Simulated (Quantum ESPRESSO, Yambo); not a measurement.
# Quasiparticle gap of AlN

```
CELL_PARAMETERS angstrom
      3.08219     0.00000     0.00000
     -1.54110     2.66926     0.00000
      0.00000     0.00000     4.93341
ATOMIC_POSITIONS crystal
  N  0.66667 0.33333 0.88098
  N  0.33333 0.66667 0.38098
  Al 0.66667 0.33333 0.49902
  Al 0.33333 0.66667 0.99902
```

Cell and atoms were relaxed with LDA from Materials Project entry mp-661, within its symmetry.

Starting point: LDA (pw.x of Quantum ESPRESSO, ONCV potentials, without SOC). G0W0 in Yambo: 6×6×4 Γ-centred k mesh, 77 bands and a 8 Ry block in the screening, 77 bands in G with the Bruneval-Gonze terminator, plasmon pole fitted at 27.2 eV.

The LDA gap along the band path is 4.49 eV. The LDA gap between the mesh's edge points (Γ → Γ) comes out as 4.49 eV and the G0W0 gap between the same points is 6.05 eV.

```tsv
k point	band	E LDA (eV)	E QP (eV)	shift (eV)	Z
Γ	VB	0.00	-0.84	-0.84	0.80
Γ	CB	4.49	5.21	0.72	0.82
A	VB	-0.57	-1.48	-0.90	0.80
A	CB	6.67	7.57	0.90	0.82
```

Energies count from the LDA valence-band maximum.

Nearest settings tried, and what they do to the gap: 59 bands in W, 59 bands in G: -7 meV; 6 Ry block (73 vectors against 111): -141 meV; 6×6×2 mesh: +6 meV. So the settings aren't converged at that level.
